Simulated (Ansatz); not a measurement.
Method: Ansatz 0.2.0, DFT PBE, scalar-relativistic, plane waves, PAW. The final run on the 5-atom cell used 420 eV, a Γ-centred 12×12×12 mesh, 0.10 eV smearing and no spin polarisation.

Formation energies are uncorrected and refer to the elements' standard structures at the same level (O₂ as a molecule).

Q: Propose a candidate for a tetragonal metal made of La and O, with a formation energy near −1.15 eV/atom and about 12 Å³ per atom, in a cell of 5 atoms.

A: LaO4, space group I4/mmm (No. 139). La has 2 O at 2.49 Å and 8 O at 2.69 Å; O on a site of symmetry -4m2 is surrounded by 4 O at 2.39 Å and 4 La at 2.69 Å; around O on a site of symmetry 4mm lie 1 O at 1.22 Å, 4 O at 2.39 Å and 1 La at 2.49 Å.

```
La O
1.0
    -2.19894    2.19894    3.10009
     2.19894   -2.19894    3.10009
     2.19894    2.19894   -3.10009
La O
1 4
Direct
  0.00000 0.00000 0.00000
  0.75000 0.25000 0.50000
  0.25000 0.75000 0.50000
  0.40160 0.40160 0.00000
  0.59840 0.59840 0.00000
```

| Item | Value |
| --- | --- |
| Volume per atom | 11.99 Å³ |
| Density | 5.62 g/cm³ |
| Energy over the elements | −1.15 eV/atom |
| Gap on the 12×12×12 mesh of the 5-atom cell | 0 eV (a metal) |

It was reached by relaxing an invented guess, and it needn't be the stable form of this composition. The answer needn't be unique; the calculation gave this one.

An odd number of electrons in the primitive cell allows no gap without spin; a larger cell or a magnetic state could open one. Symmetry constrained the relaxation, so the result can be a saddle point. Another cell of LaO4 relaxed alike, in P6/mmm, lies 99 meV/atom lower, so this cell isn't the stable form at this level.
